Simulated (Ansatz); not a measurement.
**AlCu3: an elastic run with k mesh 2×2×2**

All numbers below come from DFT LDA, scalar-relativistic, plane waves, PAW in Ansatz.

Launched with:
```bash
ansatz run input.yaml --threads 1 --pin off --max-ram 3072MiB --backend cpu --events-out ev --progress --plain --runs-dir out
```

Input (bare energies are in eV):
```yaml
crystal:
  lattice:
    - [0.0, 2.8500014754, 2.8500014754]
    - [2.8500014754, 0.0, 2.8500014754]
    - [2.8500014754, 2.8500014754, 0.0]
  atoms:
    - { symbol: Al, position: [0.0, 0.0, 0.0] }
    - { symbol: Cu, position: [0.5, 0.5, 0.5] }
    - { symbol: Cu, position: [0.25, 0.25, 0.25] }
    - { symbol: Cu, position: [0.75, 0.75, 0.75] }
basis:
  ecutwfc: 420
kpoints:
  mp_grid: { grid: [2, 2, 2] }
hamiltonian:
  xc: lda
scf:
  occupations: { method: fermi_dirac, width: 0.15 }
output:
  forces: true
  stress: true
  eigenvalues: true
elastic:
  mode: relaxed_ion
  stencil: two_point
```

From the output:
```
--- Elastic constants: 2 strain directions × 2 members + reference (group order 48) ---
  dense FFT box of the reference and of every strained cell: 27×27×27
  strains applied: 11, 23; error gains: componentwise 1.00 (the most a stress slope's error grows in a printed constant), spectral 1.73 (1 for all six strains in a standard setting)
  C = ∂σ_k/∂η_j (tension-positive GPa; Voigt order 11 22 33 23 13 12):
        58.556    208.682    208.682      0.000      0.000     -0.000
       208.682     58.556    208.682     -0.000     -0.000      0.000
       208.682    208.682     58.556     -0.000     -0.000      0.000
         0.000     -0.000     -0.000    -91.948      0.000      0.000
        -0.000     -0.000      0.000     -0.000    -91.948     -0.000
         0.000     -0.000      0.000      0.000      0.000    -91.948
  reference stress σ⁰ (GPa):     -2.245     -2.245     -2.245     -0.000      0.000      0.000
  C* (energy form; C + prestress term) asymmetry max|C*_kj − C*_jk| = 1.137e-13 GPa — a small one proves nothing (zero by symmetry where the batch's group is 432, −43m or m−3m); a large one is finite-difference/SCF noise where every solve ...
  moduli (Voigt/Reuss/Hill, GPa): K = 158.64/158.64/158.64   G = -85.19/-84.36/-84.78   E = -309.45   ν = 0.825
  mechanically stable: NO (min eigenvalue of sym C = -150.13 GPa)
  strain η (Voigt 11):  stress-route row diagonal C_11 = 58.56 GPa, energy-path curvature d²(F+E_count+ΔE)/dδ²/Ω₀ = 57.69 GPa
         δ    σ_11 (GPa) F (eV) n_scf n_hpsi n_pw
    -2.000e-3      -2.3551      -20180.1551206       8    2612    934   relax 0 steps, max|allowed force component| 1.11e-16 eV/Å
     2.000e-3      -2.1209      -20180.1578356       7    2558    934   relax 0 steps, max|allowed force component| 1.11e-16 eV/Å
  strain η (Voigt 23):  stress-route row diagonal C_44 = -91.95 GPa, energy-path curvature d²(F+E_count+ΔE)/dδ²/Ω₀ = -93.63 GPa
         δ    σ_23 (GPa) F (eV) n_scf n_hpsi n_pw
    -2.000e-3       0.1839      -20180.1565502       6    2090    934   relax 3 steps, max|allowed force component| 9.30e-8 eV/Å
     2.000e-3      -0.1839      -20180.1565502       6    2099    934   relax 2 steps, max|allowed force component| 2.32e-8 eV/Å
```

Time: 7.1 s on 1 thread of Arm Neoverse V1, with other jobs on the host, peak memory 0.29 GiB.

Beside the reference run (Plane waves to 420 eV; Γ-centred k mesh 12×12×12; Fermi-Dirac smearing of 0.15 eV. No spin polarisation.), the elastic coefficients (GPa; two-point stencil, strain 0.002 and ions relaxed unless stated):
```csv
setting,C11,C12,C44
reference run,170.4,164.2,124.9
k mesh 2×2×2,58.6,208.7,-92.0
```

In a metal, frequencies and elastic constants depend on the k mesh and the smearing, soft modes and shear constants most.